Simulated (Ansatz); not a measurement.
Starting cell, MgO (rock salt):

```
MgO
1.0
    0.00000     4.25445     4.25445
    2.12722     2.12722     4.25445
    2.12722     2.12722     0.00000
O Mg
2 2
Cartesian
  0.00000   0.00000   0.00000
  2.12722   4.25445   6.38167
  2.12722   6.38167   6.38167
  2.12722   4.25445   4.25445
```

A phonon eigenvector at X = (0.5, 0.5, 0.0) is frozen into this cell: atom i moves by Q times the vector below, so Q is the largest atomic displacement, in Å. The cell is held. (q is in reciprocal vectors of the primitive cell; the cell shown is doubled to hold the pattern.)

```
atom      x      y       z
----  -----  -----  ------
O1    0.000  0.000   1.000
O2    0.000  0.000  -1.000
Mg3   0.000  0.000   0.089
Mg4   0.000  0.000  -0.089
```

Calculation: PBE (plane waves to 420 eV, PAW, scalar-relativistic; Ansatz, a program for electronic structure). k mesh 13×13×13 (Γ-centred), Fermi-Dirac smearing 0.05 eV. The energy includes the smearing's −TS. MgO was relaxed with its symmetry unable to fall. The PAW data are Ansatz's earlier set. ΔE is measured from the undisplaced structure.

Question: Predict the ΔE (eV/cell) at Q (Å) = -0.150, -0.090, 0.060, 0.090, 0.150.

Answer: 
```json
[
 {"Q (Å)": "-0.150", "ΔE (eV/cell)": "0.377"},
 {"Q (Å)": "-0.090", "ΔE (eV/cell)": "0.134"},
 {"Q (Å)": "0.060", "ΔE (eV/cell)": "0.059"},
 {"Q (Å)": "0.090", "ΔE (eV/cell)": "0.134"},
 {"Q (Å)": "0.150", "ΔE (eV/cell)": "0.377"}
]
```

(For displaced atoms, the force is minus the slope of the energy, and its curvature is a force constant, which sets phonon frequencies.)
